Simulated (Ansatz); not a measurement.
YP5:
```
YP5
1.0
    4.81419     0.00000     0.00000
    0.00000     9.28998     0.00000
   -1.19387     0.00000     5.12275
Y P
2 10
Cartesian
 -0.37189   6.96749   1.79403
  3.99221   2.32250   3.32872
  0.21704   6.96749   4.59695
  3.40329   2.32250   0.52580
  1.83537   5.51113   4.91819
  1.78496   3.77885   0.20456
  1.78496   0.86614   0.20456
  1.83537   8.42384   4.91819
  2.75163   4.93418   3.05339
  0.86870   4.35580   2.06935
  0.86870   0.28919   2.06935
  2.75163   9.00079   3.05339
```

Relaxed with LDA. Special points in fractions of this cell's reciprocal vectors: Γ (0.000, 0.000, 0.000); Z (0.000, 0.500, 0.000); D (0.000, 0.500, 0.500); B (0.000, 0.000, 0.500); A (-0.500, 0.000, 0.500); E (-0.500, 0.500, 0.500); C2 (-0.500, 0.500, 0.000); Y2 (-0.500, 0.000, 0.000).

Task: List the band energies nearest the Fermi level at these points for DFT-LDA in the program Ansatz with PAW potentials.

Result: In eV from the Fermi level; about four levels below and three above (degenerate sets whole), none deeper than 8.9 eV; points with the same levels are listed once.

| k | below | above |
|---|---|---|
| Γ | -1.50 -1.47 -0.84 -0.80 | 0.29 1.38 1.49 |
| Z | -1.47 -1.47 -0.82 -0.82 | 1.10 1.10 1.97 1.97 |
| D | -1.06 -1.06 -0.79 -0.79 | 0.45 0.45 1.21 1.21 |
| B | -1.07 -0.99 -0.92 -0.63 | 0.01 0.76 0.90 |
| A | -1.45 -1.18 -0.62 -0.09 | 1.85 2.05 2.29 |
| E | -1.10 -1.10 -0.44 -0.44 | 2.09 2.09 2.36 2.36 |
| C2 | -1.16 -1.16 -0.16 -0.16 | 1.75 1.75 2.32 2.32 |
| Y2 | -1.47 -1.43 -1.39 -0.09 | 0.03 1.11 1.83 |

Space group P2_1/m. The workflow started from a Materials Project entry (that database holds measured and hypothetical structures alike); the Crystallography Open Database copy checked does not list it. Whether it is the stable phase at ambient conditions was not checked. The cell was relaxed with LDA under the symmetry of its start; its stability against distortions is not shown here. The run is not spin-polarised. A small band overlap can be real or an error of a semilocal functional. The Fermi level of a semimetal is unsure by some 0.05 eV on such meshes. Scalar-relativistic: spin–orbit coupling is off unless named, which matters more the heavier the elements.

Potentials: the later of the program's two PAW sets.
